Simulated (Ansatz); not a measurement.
CuCl:
```yaml
crystal:
  lattice:
    - [3.98109, 0.00000, 0.00000]
    - [-1.99055, 3.44773, 0.00000]
    - [0.00000, 0.00000, 8.96708]
  atoms:
    - { symbol: Cu, position: [0.22006, 0.00000, 0.33333] }
    - { symbol: Cu, position: [0.00000, 0.22006, 0.66667] }
    - { symbol: Cu, position: [0.77994, 0.77994, 0.00000] }
    - { symbol: Cl, position: [0.56283, 0.00000, 0.83333] }
    - { symbol: Cl, position: [0.00000, 0.56283, 0.16667] }
    - { symbol: Cl, position: [0.43717, 0.43717, 0.50000] }
```

Tensor components refer to the Cartesian frame of this cell.

Question: Give the high-frequency dielectric tensor and the Born effective charge tensors of the independent atoms from DFPT, plane-wave PAW PBEsol (Ansatz code).

Answer: 
ε∞:
```
4.35  0.00  0.00
0.00  4.35  0.00
0.00  0.00  4.76
```
Z* of atom 1 (Cu), rows: field, columns: displacement, in e:
```
 0.68   0.00   0.00
 0.00   0.83  -0.16
 0.00  -0.09   0.77
```
Z* of atom 4 (Cl), rows: field, columns: displacement, in e:
```
-0.69   0.00   0.00
 0.00  -0.82  -0.11
 0.00  -0.10  -0.77
```

Space group P3_121. The start of the workflow was typed in or built on a structure type; neither database checked (COD, Materials Project) lists it. It is not the phase usual at ambient conditions (space group No. 216). Symmetry was held in the PBEsol relaxation; phonons show weakly imaginary modes. The workflow began spin-polarised and lost its moments.

Potentials: the later of the program's two PAW sets.
